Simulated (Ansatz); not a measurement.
Clean, relaxed (100) surface of Ir, space group Fm-3m (No. 225) (top face towards +c; atoms held fixed, by place in the list: 1, 2):

```
CELL_PARAMETERS angstrom
2.71828 0.00000 0.00000
0.00000 2.71828 0.00000
0.00000 0.00000 22.76634
ATOMIC_POSITIONS crystal
Ir 0.50000 0.50000 0.37336
Ir 0.00000 0.00000 0.45779
Ir 0.50000 0.50000 0.54277
Ir 0.00000 0.00000 0.62288
```

The calculation used DFT r2SCAN, scalar-relativistic, plane waves, PAW in Ansatz. Cutoff 500 eV; k points 11×11×1 on the computed 4-atom cell (Γ-centred); Gaussian smearing, width 0.10 eV; no spin polarisation. A dipole correction removes the field between periodic images along c.

C (atom) is put at the hollow (over Ir) at (0.50, 0.50) site, one adsorbate per 7.4 Å², and relaxed. E_ads counts from the clean slab and the free adsorbate (spin-polarised where it has unpaired electrons); negative means bound. Heights count from the highest slab atom after relaxation. Bonded neighbours lie within 1.25 times the sum of covalent radii (1.35 for H) and, on that scale, within 12 % of the closest. With the adsorbate the cell is lengthened along c to keep the vacuum.

(1) How strongly does it bind, and where does its anchoring atom end?

(2) How high does its anchoring atom sit over the highest slab atom, and what is the shortest contact with the surface?

(3) The clean face has a work function of 5.65 eV. How does the adsorbate change it?

Each end is the local minimum or symmetric point that its start leads to. The slab is only 5.8 Å thick, so the energies aren't converged with thickness.

The adsorbed runs have no spin polarisation, so weakly bound open-shell ends lie too high.

## Answers

(1) -5.90 eV; at (0.50, 0.50), 4 bonded neighbours (Ir).

(2) 0.82 Å; C–Ir 2.09 Å.

(3) By +0.34 eV.